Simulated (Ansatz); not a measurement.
PbO2 (rutile, P4_2/mnm) at seven volumes, PBEsol in the plane-wave PAW code Ansatz, shape and atoms relaxed at each. One row is withheld.

| V (Å³/atom) | P (GPa) |
|---|---|
| 12.924 | 15.27 |
| 13.350 | 9.24 |
| 13.776 | ? |
| 14.202 | -0.01 |
| 14.628 | -3.37 |
| 15.054 | -6.06 |
| 15.480 | -8.17 |

### Question
Fit the shown pressures and predict the withheld one.

### Answer
P = (3/2)B₀(x^(7/2) − x^(5/2))[1 + (3/4)(B′ − 4)(x − 1)] with x = (V₀/V)^(2/3). Least squares on the six rows gives V₀ = 14.203 Å³/atom, B₀ = 123 GPa, B′ = 5.89. At V = 13.776, x = 1.0206 and P = 4.11 GPa. The run itself gave 4.17 GPa.

The cell was relaxed with PBEsol under the symmetry of its start; of distortions, only those at the zone centre were tested. Spin–orbit coupling is left out wherever it is not named.

Potentials: the later of the program's two PAW sets.
